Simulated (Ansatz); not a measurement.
## Data sheet: TePb₂S (DFT)

TePb2S:
```xyz
4
Lattice="2.1813 1.2594 7.1135 -2.1813 1.2594 7.1135 0.0000 -2.5188 7.1135" Properties=species:S:1:pos:R:3 pbc="T T T"
Te     0.0000     0.0000    10.6703
Pb     0.0000     0.0000    15.8179
Pb     0.0000     0.0000     5.5226
S      0.0000     0.0000     0.0000
```

Space group R-3m (No. 166); conventional cell a = b = 4.363 Å, c = 21.341 Å, α = β = 90.00°, γ = 120.00°.

Method: PBEsol (plane waves, PAW; program Ansatz). Geometry: relaxed at this level of theory. Other levels are named where they apply.

Cell and energy:

| Quantity | Value |
|---|---|
| Volume per atom | 29.31 Å³ |
| Density | 8.13 g/cm³ |
| Formation energy from the elements (no fitted shifts) | -0.43 eV/atom |

Electronic structure:

| Quantity | Result |
|---|---|
| Band gap | 0.40 eV (smallest direct gap 0.43 eV) |
| Valence-band maximum | at Γ |
| Conduction-band minimum | at F (3 equivalent valleys) |
| Electron effective mass | 0.11, 0.11, 0.17 mₑ (principal values) |
| Electron effective mass with spin–orbit coupling | 0.041, 0.046, 0.099 mₑ (principal values) |
| Hole effective mass | 0.087, 0.087, 0.18 mₑ (principal values) |
| Hole effective mass with spin–orbit coupling | 0.063, 0.063, 0.18 mₑ (principal values) |
| HSE06 gap on the PBEsol cell | 0.87 eV |
| Gap with spin–orbit coupling | 0.07 eV |

Mechanics:

| Quantity | Result |
|---|---|
| Bulk modulus (Birch–Murnaghan fit) | 51.5 GPa |
| Pressure derivative B′ | 4.4 |
| Elastic constants (relaxed ions, GPa) | C11 = 88.9, C12 = 27.3, C13 = 40.0, C14 = 20.7, C33 = 72.0, C44 = 47.1 |
| Mechanical stability | stable (all eigenvalues of C positive) |
| Hill bulk and shear moduli | 51.6 and 29.0 GPa |
| Young's modulus | 73.3 GPa |
| Poisson's ratio | 0.26 |
| Debye temperature from the elastic constants | 203 K |

Phonons:

| Property | Result |
|---|---|
| Highest zone-centre frequency (without LO–TO term) | 20.5 meV |
| Zone-centre stability | no imaginary mode at Γ |

The first step of the workflow began from a Materials Project structure, measured or hypothetical; the Crystallography Open Database copy checked does not list it. Its standing as an ambient phase is unchecked. The PBEsol relaxation kept the symmetry of its start. The references are the lowest solids computed at this level, not always the standard phases. Scalar-relativistic: spin–orbit coupling is off unless named, which matters more the heavier the elements.

Potentials: the later of the program's two PAW sets.
